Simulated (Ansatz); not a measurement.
An Ansatz (an electronic-structure program) run. Input:

Ansatz 0.2 input:
```yaml
crystal:
  lattice:
    - [2.3750445444, 1.371232607, 8.4446400872]
    - [-2.3750445444, 1.371232607, 8.4446400872]
    - [0.0, -2.7424652141, 8.4446400872]
  atoms:
    - { symbol: Sr, position: [0.0, 0.0, 0.0] }
    - { symbol: Ag, position: [0.1429064964, 0.1429064964, 0.1429064964] }
    - { symbol: Ag, position: [0.8570935036, 0.8570935036, 0.8570935036] }
    - { symbol: Ag, position: [0.4357583699, 0.4357583699, 0.4357583699] }
    - { symbol: Ag, position: [0.5642416301, 0.5642416301, 0.5642416301] }
    - { symbol: Sb, position: [0.2546907839, 0.2546907839, 0.2546907839] }
    - { symbol: Sb, position: [0.7453092161, 0.7453092161, 0.7453092161] }
kpoints:
  mp_grid: { grid: [8, 8, 8] }
  band_path:
    path:
      - [[0.0, 0.0, 0.0], [0.5, 0.5, 0.5], [0.8157553635, 0.1842446365, 0.5]]  # Γ-T-H_2
      - [[0.5, -0.1842446365, 0.1842446365], [0.5, 0.0, 0.0], [0.0, 0.0, 0.0], [0.3421223183, -0.3421223183, 0.0]]  # H_0-L-Γ-S_0
      - [[0.6578776817, 0.0, 0.3421223183], [0.5, 0.0, 0.5], [0.0, 0.0, 0.0]]  # S_2-F-Γ
    npoints: 10
hamiltonian:
  xc: r2scan
  pseudopotentials: { kind: paw }
magnetization: { noncollinear: true, spin_orbit: true }
scf:
  n_extra_bands: 14
  convergence: { dr2_threshold: 0.0000000001 }
  occupations: { method: gaussian, width: 0.05 }
output: { eigenvalues: true }
```

Output (shortened):

```
basis.fft_grid_basis auto: the FFT boxes are laid along the combinations [[1, 0, -1], [0, 1, -1], [0, 0, 1]] of the cell's own vectors, 4.750, 4.750 and 8.879 …
Pseudopotential: Sr, paw_fr, valence charge 10
Pseudopotential: Ag, paw_fr, valence charge 19
Pseudopotential: Sb, paw_fr, valence charge 15
Functional definition: r2SCAN
non-collinear run that drives no moment, with spin-orbit …
Crystal: 7 atoms, lattice volume = 165.012 Å³
Basis set: ecut = 500 eV, 4183 PW (Γ), FFT grids on a1−a3, a2−a3, a3, exchange–correlation on 144×144×288 points (64 copies of the dense FFT grid, shifted against one another)
Bands: 130, of which v1, the nominal top of the filled ones, is band 116 counted from 1 (115 counted from 0)
Symmetry: 12 space group operations + 12 with time reversal
k-points: 65 of 512
Projection manifold: j_resolved (fully-relativistic pseudo-atomic orbitals)
SCF iter   1: F=—  HF=-46919.832179 eV  |F-HF|=—  |Δ(HF+E_count)|=         —  Δρ=6.91e-2  dr2=3.18e1  dr2_τ=9.97e-2  dr2_m=0.00e0 (ungated)  ethr=3.10e-3  |M|=0.00e0 ∫|m|=0.00e0 μB  |m|>n=0.0e0 m-floor=0.0e0 τ_xc=0.0e0  β_m=0.30  ⟨swp⟩=10.2  Hψ=23723  notcnv=0  defer=32
preconditioner: auto → Kerker (q_TF=auto, 2.573 Å⁻¹)
spin=Noncollinear: Kerker preconditioning applied to the charge; magnetization (m_x, m_y, m_z) channels mix plain (no charge-response kernel on spin).
SCF iter   2: F=—  HF=-46917.303352 eV  |F-HF|=—  |Δ(HF+E_count)|=    2.53e0  Δρ=3.84e-2  dr2=1.60e1  dr2_τ=7.45e-3  dr2_m=0.00e0 (ungated)  ethr=3.10e-3  |M|=0.00e0 ∫|m|=0.00e0 μB  |m|>n=0.0e0 m-floor=0.0e0 τ_xc=0.0e0  β_m=0.50  ⟨swp⟩=2.0  Hψ=6582  notcnv=0  defer=528
SCF iter   3: F=—  HF=-46915.535194 eV  |F-HF|=—  |Δ(HF+E_count)|=    1.77e0  Δρ=1.46e-2  dr2=3.67e0  dr2_τ=5.31e-3  dr2_m=0.00e0 (ungated)  ethr=3.10e-3  |M|=0.00e0 ∫|m|=0.00e0 μB  |m|>n=0.0e0 m-floor=0.0e0 τ_xc=0.0e0  β_m=0.61  ⟨swp⟩=3.8  Hψ=6637  notcnv=0  defer=552
SCF iter   4: F=—  HF=-46915.022427 eV  |F-HF|=—  |Δ(HF+E_count)|=   5.13e-1  Δρ=7.41e-3  dr2=1.87e-1  dr2_τ=7.98e-4  dr2_m=0.00e0 (ungated)  ethr=3.10e-3  |M|=0.00e0 ∫|m|=0.00e0 μB  |m|>n=0.0e0 m-floor=0.0e0 τ_xc=0.0e0  β_m=0.80  ⟨swp⟩=3.0  Hψ=5365  notcnv=0  defer=516
SCF iter   5: F=—  HF=-46915.005432 eV  |F-HF|=—  |Δ(HF+E_count)|=   1.70e-2  Δρ=2.93e-3  dr2=1.53e-2  dr2_τ=2.54e-4  dr2_m=0.00e0 (ungated)  ethr=1.61e-4  |M|=0.00e0 ∫|m|=0.00e0 μB  |m|>n=0.0e0 m-floor=0.0e0 τ_xc=0.0e0  β_m=0.90  ⟨swp⟩=2.4  Hψ=6117  notcnv=0  defer=518
SCF iter   6: F=—  HF=-46915.010642 eV  |F-HF|=—  |Δ(HF+E_count)|=   5.21e-3  Δρ=1.07e-3  dr2=6.24e-3  dr2_τ=3.20e-5  dr2_m=0.00e0 (ungated)  ethr=1.32e-5  |M|=0.00e0 ∫|m|=0.00e0 μB  |m|>n=0.0e0 m-floor=0.0e0 τ_xc=0.0e0  β_m=0.95  ⟨swp⟩=2.3  Hψ=6616  notcnv=0  defer=518
SCF iter   7: F=—  HF=-46915.010327 eV  |F-HF|=—  |Δ(HF+E_count)|=   3.15e-4  Δρ=3.92e-4  dr2=4.00e-4  dr2_τ=5.04e-6  dr2_m=0.00e0 (ungated)  ethr=5.38e-6  |M|=0.00e0 ∫|m|=0.00e0 μB  |m|>n=0.0e0 m-floor=0.0e0 τ_xc=0.0e0  β_m=0.91  ⟨swp⟩=2.0  Hψ=5297  notcnv=0  defer=518
SCF iter   8: F=—  HF=-46915.010319 eV  |F-HF|=—  |Δ(HF+E_count)|=   7.59e-6  Δρ=1.54e-4  dr2=5.06e-5  dr2_τ=5.55e-7  dr2_m=0.00e0 (ungated)  ethr=3.45e-7  |M|=0.00e0 ∫|m|=0.00e0 μB  |m|>n=0.0e0 m-floor=0.0e0 τ_xc=0.0e0  β_m=0.95  ⟨swp⟩=2.0  Hψ=5652  notcnv=0  defer=518
SCF iter  15: F=-46915.010340 eV  HF=-46915.010340 eV  |F-HF|=0.00e0  |Δ(HF+E_count)|=  3.64e-11  Δρ=1.31e-7  dr2=2.66e-11  dr2_τ=4.09e-13  dr2_m=0.00e0 (ungated)  ethr=1.00e-12  |M|=0.00e0 ∫|m|=0.00e0 μB  |m|>n=0.0e0 m-floor=0.0e0 τ_xc=0.0e0  ⟨swp⟩=11.2  Hψ=16696  notcnv=0
SCF 1 converged in 15 iterations: F = -46915.010340 eV  dr2 = 2.66e-11
NSCF: frozen V_eff on 73 k-points
SCF converged after 15 iterations
Magnetization: |M| = 0.0000 μB,  M = (+0.0000, +0.0000, +0.0000) μB
Absolute magnetization: 0.0000 μB (∫|m|)
  site 0: m = (+0.0000, +0.0000, +0.0000) μB, |m| = 0.0000 μB  (R = 1.40 Å)
  site 1: m = (+0.0000, +0.0000, +0.0000) μB, |m| = 0.0000 μB  (R = 1.17 Å)
  site 2: m = (+0.0000, +0.0000, +0.0000) μB, |m| = 0.0000 μB  (R = 1.17 Å)
  site 3: m = (+0.0000, +0.0000, +0.0000) μB, |m| = 0.0000 μB  (R = 1.16 Å)
  site 4: m = (+0.0000, +0.0000, +0.0000) μB, |m| = 0.0000 μB  (R = 1.16 Å)
  site 5: m = (+0.0000, +0.0000, +0.0000) μB, |m| = 0.0000 μB  (R = 1.16 Å)
  site 6: m = (+0.0000, +0.0000, +0.0000) μB, |m| = 0.0000 μB  (R = 1.16 Å)
Free energy (F): -46915.010340 eV
Harris-Foulkes:  -46915.010340 eV  (|F-HF|=0.00e0)
Internal energy: -46915.008881 eV  (E = F + TS)
E sigma→0 (E₀):  -46915.009610 eV
Entropy (-TS):   -0.001458 eV (-0.208 meV/atom)
Fermi energy:    12.786029 eV
--- Per-component energies (eV) ---
  E_band       = -1721.917173
  E_kinetic    = 2771.761239
  E_local      = -18031.261922  (includes V_loc(G=0)·N_el)
  E_nonlocal   = 1251.186467
  E_hartree    = 8196.005492
  E_xc         = -1131.681555
  E_vxc        = -1434.517006  (∫ρ·V_xc dr)
  E_paw        = -27554.433754  (= ΣΔE_a)
  E_vpaw       = -2770.274428  (= ΣTr[D̂ρ^β])
  E_aug_tail   = 0.000229  (compensation charges beyond the density's cutoff)
  E_vtau       = 99.177453  (kinetic-family band-sum trace: ∫τ·v_τ [+ j·A + Jᵃ·Aᵃ] dr)
  E_ewald      = -12415.435805
  E_core_change = -1.149272  (= ΣΔE_core)
  E_smearing   = -0.001458  (= −TS)
  E_closure    = 0.000000  (closes the sum)
  Σ components = -46915.010340   (vs F -46915.010340, Δ=0.00e0)
  [band-id]    e_kinetic+e_local+e_nonlocal+2·e_hartree+e_vxc+e_vpaw+e_augmentation_tail+e_vtau = -1721.916983   (vs E_band -1721.917173, Δ=1.90e-4)
--- Band table (eV; the first three rows and the last of 65) ---
  k-point 0: bands = ["-82.2479", "-82.2479", "-82.2475", "-82.2475", "-82.1255", "-82.1255", "-82.1204", "-82.1204", "-48.3563", "-48.3563", "-48.3545", "-48.3545", "-48.2452", "-48.2452", "-48.2263", "-48.2263", "-43.3617", "-43.3617", "-43.3609", …
  k-point 1: bands = ["-82.2479", "-82.2479", "-82.2475", "-82.2475", "-82.1254", "-82.1254", "-82.1206", "-82.1206", "-48.3562", "-48.3562", "-48.3544", "-48.3544", "-48.2447", "-48.2447", "-48.2271", "-48.2271", "-43.3615", "-43.3615", "-43.3605", …
  k-point 2: bands = ["-82.2479", "-82.2479", "-82.2474", "-82.2474", "-82.1249", "-82.1249", "-82.1211", "-82.1211", "-48.3558", "-48.3558", "-48.3540", "-48.3540", "-48.2434", "-48.2434", "-48.2293", "-48.2293", "-43.3610", "-43.3610", "-43.3597", …
  k-point 64: bands = ["-82.2479", "-82.2479", "-82.2475", "-82.2475", "-82.1255", "-82.1255", "-82.1204", "-82.1204", "-48.3563", "-48.3563", "-48.3545", "-48.3545", "-48.2452", "-48.2452", "-48.2263", "-48.2263", "-43.3617", "-43.3617", "-43.3609", …
```

Cost: about 23 core-minutes (a rough figure) on shared cores.

Space group R-3m. The workflow started from an entry of the Crystallography Open Database (COD, 295 K). Its standing as an ambient phase is unchecked. The r²SCAN relaxation kept the symmetry of its start; whether a distortion lowers the energy is not shown. No spin polarisation was allowed.

Potentials: the later of the program's two PAW sets.

Ansatz is a plane-wave DFT program.
